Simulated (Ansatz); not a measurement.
SiRh in space group P2_1/c (No. 14; Si on 4e, Rh on 4e) at seven volumes, the program Ansatz at the PBEsol level (PAW), shape and atoms relaxed at each. One row is withheld.

| V (Å³/atom) | P (GPa) |
|---|---|
| 11.806 | 24.02 |
| 12.195 | ? |
| 12.584 | 6.14 |
| 12.973 | 0.00 |
| 13.363 | -5.23 |
| 13.752 | -9.79 |
| 14.141 | -13.79 |

Question: Fit the shown pressures and predict the withheld one.

Answer: P = (3/2)B₀(x^(7/2) − x^(5/2))[1 + (3/4)(B′ − 4)(x − 1)] with x = (V₀/V)^(2/3). Least squares on the six rows gives V₀ = 12.969 Å³/atom, B₀ = 198 GPa, B′ = 5.36. At V = 12.195, x = 1.0419 and P = 14.37 GPa. The run itself gave 14.04 GPa.

The first step of the workflow began from a Materials Project structure, measured or hypothetical; the Crystallography Open Database files this formula in space group No. 14, but the cells were not matched. Whether it is the stable phase at ambient conditions was not checked. The PBEsol relaxation kept the symmetry of its start; whether a distortion lowers the energy is not shown. The run is not spin-polarised.

Potentials: the later of the program's two PAW sets.
